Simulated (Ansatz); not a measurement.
PbO2:
```cif
data_O4Pb2
_chemical_formula_sum 'Pb2 O4'
_space_group_name_H-M_alt 'P42/mnm'
_space_group_IT_number 136
_space_group_name_Hall '-P 4n 2n'
_cell_length_a 4.99852
_cell_length_b 4.99852
_cell_length_c 3.41046
_cell_angle_alpha 90.000
_cell_angle_beta 90.000
_cell_angle_gamma 90.000
loop_
_atom_site_label
_atom_site_type_symbol
_atom_site_symmetry_multiplicity
_atom_site_Wyckoff_symbol
_atom_site_fract_x
_atom_site_fract_y
_atom_site_fract_z
_atom_site_occupancy
Pb1 Pb 2 a 0.00000 0.00000 0.00000 1
O1 O 4 f 0.30765 0.30765 0.00000 1
```

Relaxed at zero pressure with DFT-PBEsol in the program Ansatz with PAW potentials.

**Question.** The volume is lowered by 6 % and shape and atoms relax at that volume. What pressure results, and how do the axes share the change?

**Answer.** 9.2 GPa; a -2.9 %, b -2.9 %, c -0.4 %; the energy rises by 23 meV/atom.

**Question.** Give the new structure.

**Answer.** 
Space group P4₂/mnm (No. 136); a = b = 4.8553 Å, c = 3.3978 Å, α = β = γ = 90.00°

| atom | site | symmetry | x | y | z |
|---|---|---|---|---|---|
| Pb | 2a | m.mm | 0.0000 | 0.0000 | 0.0000 |
| O | 4f | m.2m | 0.3071 | 0.3071 | 0.0000 |

The phase is kept; no other phase was compared at this pressure.

Space group P4_2/mnm (rutile). The cell was relaxed with PBEsol under the symmetry of its start; of distortions, only those at the zone centre were tested. Scalar-relativistic: spin–orbit coupling is off unless named, which matters more the heavier the elements.

Potentials: the later of the program's two PAW sets.
